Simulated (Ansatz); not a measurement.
Mg$_{2}$Sn (antifluorite type, space group Fm-3m)

```
Mg2Sn
1.0
    0.00000     3.37302     3.37302
    3.37302     0.00000     3.37302
    3.37302     3.37302     0.00000
Sn Mg
1 2
Direct
  0.00000   0.00000   0.00000
  0.25000   0.25000   0.25000
  0.75000   0.75000   0.75000
```

This relaxed cell (volume V₀) is scaled evenly in all directions, its shape held. Symmetry pins the atoms to their sites.

The numbers are results of PBEsol (plane waves to 420 eV, PAW, scalar-relativistic; Ansatz, a program for electronic structure), not measurements. k mesh 12×12×12 (Γ-centred), Fermi-Dirac smearing 0.05 eV. E stands for the smeared free energy. Stress and pressure are positive under compression. At this level the bands of Mg2Sn touch or barely overlap; measurements give the solid a gap. Mg2Sn was relaxed with its symmetry unable to fall. ΔE is measured from the relaxed starting cell. The last digit holds for this mesh only.

| V (Å³/atom) | ΔE (meV/atom) |
|---|---|
| 24.049 | 14.0 |
| 24.356 | 8.8 |
| 24.663 | 4.8 |
| 24.970 | withheld |
| 25.277 | 0.5 |
| 25.584 | 0.0 |
| 25.891 | 0.5 |
| 26.198 | 1.9 |
| 26.505 | 4.2 |
| 26.812 | 7.3 |
| 27.119 | 11.3 |

**Question.** Fit a third-order Birch-Murnaghan form (E₀, V₀, B₀, B₀′ free) to the given rows and predict ΔE at V = 24.970.

**Answer.** Least squares on the 10 given rows: ΔE = E₀ + (9V₀B₀/16)·y²·[2 + (B₀′ − 4)y], y = (V₀/V)^(2/3) − 1, with V₀ = 25.587 Å³/atom, B₀ = 43.61 GPa (160.2 GPa = 1 eV/Å³; the term in eV is multiplied by 1000), B₀′ = 4.22, E₀ = -0.01 meV/atom; root-mean-square residual 0.02 meV/atom. At 24.970 the fit gives 2.1 meV/atom; the calculation gives 2.1 meV/atom, the same to the digits shown. For the pressure the fit gives 1.1 GPa against the computed 1.1 GPa.

(Under strain, the slope of the energy per volume gives the stress and its curvature an elastic modulus.)
